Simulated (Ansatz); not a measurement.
Ag2S:
```
Ag2S
1.0
    2.32197    -3.38190     0.00000
    2.32197     3.38190     0.00000
    0.00000     0.00000     6.97601
Ag S
4 2
Direct
  0.12322   0.87678   0.75000
  0.87678   0.12322   0.25000
  0.50000   0.50000   0.50000
  0.50000   0.50000   0.00000
  0.73923   0.26077   0.75000
  0.26077   0.73923   0.25000
```

Relaxed with LDA. Special points in fractions of this cell's reciprocal vectors: Γ (0.000, 0.000, 0.000); Y (-0.500, 0.500, 0.000); C0 (-0.368, 0.632, 0.000); Σ0 (0.368, 0.368, 0.000); Z (0.000, 0.000, 0.500); A0 (0.368, 0.368, 0.500); E0 (-0.368, 0.632, 0.500); T (-0.500, 0.500, 0.500); S (0.000, 0.500, 0.000); R (0.000, 0.500, 0.500).

List the band energies nearest the valence-band maximum at these points for DFT-LDA in the program Ansatz with PAW potentials.

In eV from the valence-band maximum; about four levels below and three above (degenerate sets whole), none deeper than 8.9 eV; points with the same levels are listed once.

```csv
k,below,above
Γ,-1.31 -1.07 -0.69 -0.17,0.62 1.46 4.50
Y,-2.49 -2.37 -0.87 -0.37,0.92 1.92 2.19
C0,-2.04 -1.91 -1.72 -0.39,1.97 3.13 3.51
Z,-0.60 -0.60 -0.34 -0.34,1.71 1.71 4.15 4.15
A0,-2.03 -2.03 -0.72 -0.72,3.24 3.24 3.83 3.83
T,-1.60 -1.60 -1.47 -1.47,2.20 2.20 3.72 3.72
S,-2.10 -1.67 -0.60 0.00,2.40 2.45 3.30
R,-1.39 -1.39 -0.22 -0.22,1.21 1.21 4.50 4.50
```

Space group Cmcm. The workflow started from a Materials Project entry (that database holds measured and hypothetical structures alike); the Crystallography Open Database copy checked does not list it. COD files the formula under space group No. 4, 14, so this cell is another polymorph or a model. Its standing as an ambient phase is unchecked. Symmetry was held in the LDA relaxation; phonons on a q-mesh show no instability. The run is not spin-polarised. Spin–orbit coupling is left out wherever it is not named.

Potentials: the later of the program's two PAW sets.
